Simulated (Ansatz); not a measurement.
The start is a relaxed Cu cell deformed by the Cartesian strain tensor (xx, yy, zz, yz, xz, xy) = (0.191, -0.030, 0.046, 0.159, -0.052, 0.102). A full variable-cell relaxation at zero pressure is run with r2SCAN (plane waves to 500 eV, PAW, scalar-relativistic; Ansatz, a first-principles code). First-step values are on the input's coarse k-mesh.

Ansatz input (later rounds restart from its end on a renewed k-mesh):
Ansatz 0.2 input:
```yaml
crystal:
  lattice:
    - [0.0903703145, 2.0212528766, 2.1572557262]
    - [2.0391479884, 0.4679571733, 1.7796688674]
    - [2.3138379543, 1.9183559838, 0.1932672073]
  atoms:
    - { symbol: Cu, position: [0, 0, 0] }
basis: { ecutwfc: 500, ecutrho_ratio: 4, xc_grid: 4, fft_grid_basis: typed }
kpoints: { mp_grid: { grid: [14, 18, 15] } }
hamiltonian:
  xc: r2scan
  dispersion: none
  pseudopotentials: { azcp: { folder: ./paw }, kind: paw }
scf: { occupations: { method: fermi_dirac, width: 0.05 } }
relax: { f_tol: 0.01, max_steps: 100, cell: { stress_tol: 0.02 } }
output: { forces: true, stress: true }
```

### Question
How much energy is released per atom?

### Answer
0.58 eV/atom.

### Question
Does it find its way back to the structure it was made from?

### Answer
It returns to the parent structure, Fm-3m (No. 225).

### Question
What band gap does the relaxed structure have at this level?

### Answer
No gap (metallic).

It ends as:

```cif
data_Cu4
_chemical_formula_sum 'Cu4'
_space_group_name_H-M_alt 'Fm-3m'
_space_group_IT_number 225
_space_group_name_Hall '-F 4 2 3'
_cell_length_a 3.57891
_cell_length_b 3.57891
_cell_length_c 3.57891
_cell_angle_alpha 90.000
_cell_angle_beta 90.000
_cell_angle_gamma 90.000
loop_
_atom_site_label
_atom_site_type_symbol
_atom_site_symmetry_multiplicity
_atom_site_Wyckoff_symbol
_atom_site_fract_x
_atom_site_fract_y
_atom_site_fract_z
_atom_site_occupancy
Cu1 Cu 4 a 0.00000 0.00000 0.00000 1
```
(The calculation used a cell of 1 atom; values per cell refer to that cell.)

Final values are on a 22×22×22 k-mesh of the relaxed cell. No spin polarisation in the result.

The run could not lose the symmetry of its start.
